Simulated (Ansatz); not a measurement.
Consider the following.

C:
```yaml
crystal:
  lattice:
    - [3.79578, 0.00000, 0.00000]
    - [0.00000, 3.79578, 0.00000]
    - [0.00000, 0.00000, 4.67224]
  atoms:
    - { symbol: C, position: [0.92394, 0.07606, 0.75000] }
    - { symbol: C, position: [0.42394, 0.42394, 0.00000] }
    - { symbol: C, position: [0.07606, 0.92394, 0.25000] }
    - { symbol: C, position: [0.57606, 0.57606, 0.50000] }
    - { symbol: C, position: [0.62115, 0.16707, 0.53363] }
    - { symbol: C, position: [0.33293, 0.12115, 0.78363] }
    - { symbol: C, position: [0.37885, 0.83293, 0.03363] }
    - { symbol: C, position: [0.66707, 0.87885, 0.28363] }
    - { symbol: C, position: [0.12115, 0.33293, 0.21637] }
    - { symbol: C, position: [0.83293, 0.37885, 0.96637] }
    - { symbol: C, position: [0.87885, 0.66707, 0.71637] }
    - { symbol: C, position: [0.16707, 0.62115, 0.46637] }
```

This is the r²SCAN-relaxed structure. Cartesian axes are those of the cell as given.

Task: All from the program Ansatz at the r²SCAN level (PAW), unless another level is named. Estimate the Young's modulus.

Result: 1080 GPa.

Task: Next, the elastic constants (relaxed ions, GPa)?

Result: C11 = 1200, C12 = 51.4, C13 = 75.5, C33 = 923, C44 = 488, C66 = 542.

Task: And the piezoelectric stress constants (proper, relaxed ions, C/m²)?

Result: e14 = 0.03, e25 = -0.03.

Space group P4_12_12. The start of the workflow was typed in or built on a structure type; neither database checked (COD, Materials Project) lists it. It is not the phase usual at ambient conditions (space group No. 194, 227). The r²SCAN relaxation kept the symmetry of its start; its stability against distortions is not shown here. The volume moved by 26 % from the start of the relaxation.

Potentials: the earlier of the program's two PAW sets.
